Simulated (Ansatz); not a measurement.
Ru:
```
Ru
1.0
    2.67876     0.00000     0.00000
   -1.33938     2.31988     0.00000
    0.00000     0.00000     8.60696
Ru
4
Direct
  0.00000   0.00000   0.00000
  0.66667   0.33333   0.25000
  0.00000   0.00000   0.50000
  0.33333   0.66667   0.75000
```

This is the PBEsol-relaxed structure. x, y and z are the axes in which the lattice vectors are written.

### Question
All from PBEsol (plane waves, PAW; program Ansatz), unless another level is named. Estimate the Hill bulk and shear moduli.

### Answer
342 and 206 GPa.

### Question
Predict the elastic constants (relaxed ions, GPa).

### Answer
C11 = 627, C12 = 203, C13 = 184, C33 = 685, C44 = 184.

Space group P6_3/mmc (dhcp (α-La type)). The start of the workflow was typed in or built on a structure type. Its sites differ from those of the usual phase in this space group: another stacking or structure type. Symmetry was held in the PBEsol relaxation; of distortions, only those at the zone centre were tested. No spin polarisation was allowed. As this level gives no gap, shear constants depend on the k-mesh and smearing (Fermi–Dirac, 0.1 eV here). On the denser mesh and wider smearing of the elastic run this cell carries a stress of 0.6 GPa.

Potentials: the later of the program's two PAW sets.
